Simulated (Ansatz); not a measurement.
**ZnC4O4 with H2O: what it costs to drive out H2O**

Method: Ansatz, DFT PBE+D3(BJ), scalar-relativistic, plane waves, PAW.

Settings: cutoff 420 eV, Γ-centred mesh 4×4×4 on the computed 30-atom cell, Gaussian smearing of 0.02 eV; no spin polarisation for the host; each changed cell takes a mesh and smearing chosen by its own gap and starts from the host's moments or customary ones, or runs without spin. Cells and atoms are relaxed to the nearest stationary point that keeps the symmetry of their start (forces under 0.02 to 0.04 eV/Å, stress under 0.1 to 0.2 GPa); energies are at zero smearing, without zero-point or thermal terms.

Relaxed crystal, with 4 H2O in the cell:

```yaml
crystal:
  lattice:
    - [6.55496, -3.59876, -0.20806]
    - [6.55496, 3.59876, -0.20806]
    - [-4.28878, 0.00000, 6.67270]
  atoms:
    - { symbol: Zn, position: [0.00000, 0.50000, 0.50000] }
    - { symbol: Zn, position: [0.50000, 0.00000, 0.00000] }
    - { symbol: H, position: [0.84000, 0.21501, 0.44271] }
    - { symbol: H, position: [0.78499, 0.16000, 0.05729] }
    - { symbol: H, position: [0.16000, 0.78499, 0.55729] }
    - { symbol: H, position: [0.21501, 0.84000, 0.94271] }
    - { symbol: H, position: [0.06372, 0.22585, 0.63688] }
    - { symbol: H, position: [0.77415, 0.93628, 0.86312] }
    - { symbol: H, position: [0.93628, 0.77415, 0.36312] }
    - { symbol: H, position: [0.22585, 0.06372, 0.13688] }
    - { symbol: C, position: [0.76031, 0.51568, 0.05645] }
    - { symbol: C, position: [0.48432, 0.23969, 0.44355] }
    - { symbol: C, position: [0.23969, 0.48432, 0.94355] }
    - { symbol: C, position: [0.51568, 0.76031, 0.55645] }
    - { symbol: C, position: [0.67420, 0.40818, 0.84068] }
    - { symbol: C, position: [0.59182, 0.32580, 0.65932] }
    - { symbol: C, position: [0.32580, 0.59182, 0.15932] }
    - { symbol: C, position: [0.40818, 0.67420, 0.34068] }
    - { symbol: O, position: [0.75611, 0.70756, 0.11075] }
    - { symbol: O, position: [0.29244, 0.24389, 0.38925] }
    - { symbol: O, position: [0.24389, 0.29244, 0.88925] }
    - { symbol: O, position: [0.70756, 0.75611, 0.61075] }
    - { symbol: O, position: [0.83355, 0.40750, 0.17582] }
    - { symbol: O, position: [0.59250, 0.16645, 0.32418] }
    - { symbol: O, position: [0.16645, 0.59250, 0.82418] }
    - { symbol: O, position: [0.40750, 0.83355, 0.67582] }
    - { symbol: O, position: [0.98108, 0.23605, 0.49618] }
    - { symbol: O, position: [0.76395, 0.01892, 0.00382] }
    - { symbol: O, position: [0.01892, 0.76395, 0.50382] }
    - { symbol: O, position: [0.23605, 0.98108, 0.99618] }
```

Cases: (1) atoms 3, 4, 5, 6, 7, 8, 9, 10, 27, 28, 29, 30 removed; (2) atoms 3, 7, 27 removed.

**Question.** What does it cost to move each H2O into the gas, before and after the rest relaxes?

**Answer.**
```tsv
case	H2O removed	left	frozen (eV each)	relaxed (eV each)	relaxed (kJ/mol)	ΔV (%)	space group	gap (eV)
1	4	ZnC4O4	1.42	0.94	91	-25.3	C2/c	3.43
2	1	Zn2H6C8O11	1.51	1.09	105	-1.8	P1	3.73
```

The emptied cells are the nearest stationary points found and need not be the stable phases of those compositions.

Cost: 3 runs of about 66 core-minutes in all, on Intel Xeon Processor @ 2.50GHz (Skylake/Cascade Lake) (shared hosts).